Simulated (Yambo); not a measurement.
Yambo run on GaP (zinc blende, space group F-43m, No. 216). The wavefunctions are PBE (stringent potentials; Quantum ESPRESSO, PseudoDojo norm-conserving, 114 Ry, no spin-orbit coupling) ones on a 4×4×4 mesh (13 occupied bands); a = 3.847 Å, b = 3.847 Å, c = 3.847 Å, α = 60.00°, β = 60.00°, γ = 60.00°.

Yambo input:

```
rim_cut
gw0
dyson
el_el_corr
HF_and_locXC
ppa
em1d
RandQpts= 1000000
RandGvec= 1 Ry
EXXRLvcs= 114 Ry
VXCRLvcs= 456 Ry
Chimod= "HARTREE"
% BndsRnXp
 5 | 180 |
%
NGsBlkXp= 9 Ry
% LongDrXp
 1.0 | 1.0 | 1.0 |
%
PPAPntXp= 27.2114 eV
% GbndRnge
 1 | 180 |
%
GTermKind= "BG"
DysSolver= "n"
ExtendOut
% QPkrange
 1 | 1 | 13 | 14 |
 7 | 7 | 14 | 14 |
%
```

k points by index: 1 = Γ, 7 = X.

The o-*.qp file then holds:

```
#    K-point    Band    Eo [eV]    E [eV]    E-Eo [eV]    Vxc [eV]    Vnlxc [eV]    Sc|Eo [eV]    Sc|E [eV]    dSc/dw|Eo [eV]    Re(Z)    Im(Z)
#
    1    13    0.000000    -0.765223    -0.765223    -13.32458    -15.24585    0.945943    1.156048    -7.470585    0.784595    -0.001376
    1    14    1.867578    1.995037    0.127459    -12.69722    -8.154506    -4.381541    -4.415257    -7.191831    0.790952    -0.001362
    7    14    1.644492    1.523726    -0.120766    -9.808694    -6.040842    -3.917110    -3.888619    -6.425486    0.808973    -0.001317
```
(The two width columns are left out.) Convergence of these settings isn't established.

Geometry relaxed with PBEsol.
